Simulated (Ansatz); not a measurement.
SrGaSnH (space group P3m1)

```
SrGaSnH
1.0
    4.44749     0.00000     0.00000
   -2.22375     3.85164     0.00000
    0.00000     0.00000     5.16386
Sr Ga Sn H
1 1 1 1
Direct
  0.00000   0.00000   0.00245
  0.66667   0.33333   0.59959
  0.33333   0.66667   0.45552
  0.66667   0.33333   0.93173
```

This relaxed cell (volume V₀) is scaled evenly in all directions, its shape held. The atoms relax within the cell's symmetry.

These are r2SCAN (plane waves to 500 eV, PAW, scalar-relativistic; Ansatz, a quantum-chemistry and plane-wave program) values and carry that method's errors. k mesh 9×9×7 (Γ-centred), Fermi-Dirac smearing 0.05 eV. Stress and pressure are positive under compression. SrGaSnH was relaxed with its symmetry unable to fall.

At one point of the scan the stress tensor (GPa) is:

```
  -1.51     0.00     0.00
   0.00    -1.51     0.00
   0.00     0.00    -0.90
```

### Question
Which point is it?
A. V/V₀ = 1.045
B. V/V₀ = 1.030
C. V/V₀ = 1.060
D. V/V₀ = 1.015

### Answer
B, V/V₀ = 1.030

(A scan under strain: stresses follow from slopes of the energy per volume, elastic moduli from its curvatures.)
